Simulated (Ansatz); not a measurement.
InPt₃C (anti-perovskite, Pm-3m), the program Ansatz at the PBEsol level (PAW), all energies at zero smearing, with the estimated change up to a 700 eV cutoff added, with one set of potentials and settings (totals compare only within such a set). Cell of 5 atoms (1 In, 3 Pt, 1 C): -42922.417 eV.

| element | reference phase | E (eV/atom) |
|---|---|---|
| In | I4/mmm, 1 atoms in the cell | -5525.4106 |
| Pt | Fm-3m, 1 atoms in the cell | -12383.8180 |
| C | P6_3/mmc, 4 atoms in the cell | -246.6950 |

Formation energy per atom, worked out: (-42922.417 − 1×(-5525.4106) − 3×(-12383.8180) − 1×(-246.6950))/5 = 0.228 eV/atom (22 kJ per mol of atoms), at 0 K, without zero-point energy or fitted corrections.

The start of the workflow was typed in or built on a structure type; neither database checked (COD, Materials Project) lists it. Whether it is the stable phase at ambient conditions was not checked. The cell was relaxed with PBEsol under the symmetry of its start. At this level the phase is dynamically unstable (imaginary phonons). The run is not spin-polarised. Its formation energy is positive at this level, so the cell may be metastable or incomplete. The references are the lowest solids computed at this level, not always the standard phases. Scalar-relativistic: spin–orbit coupling is off unless named, which matters more the heavier the elements.

Potentials: the later of the program's two PAW sets.
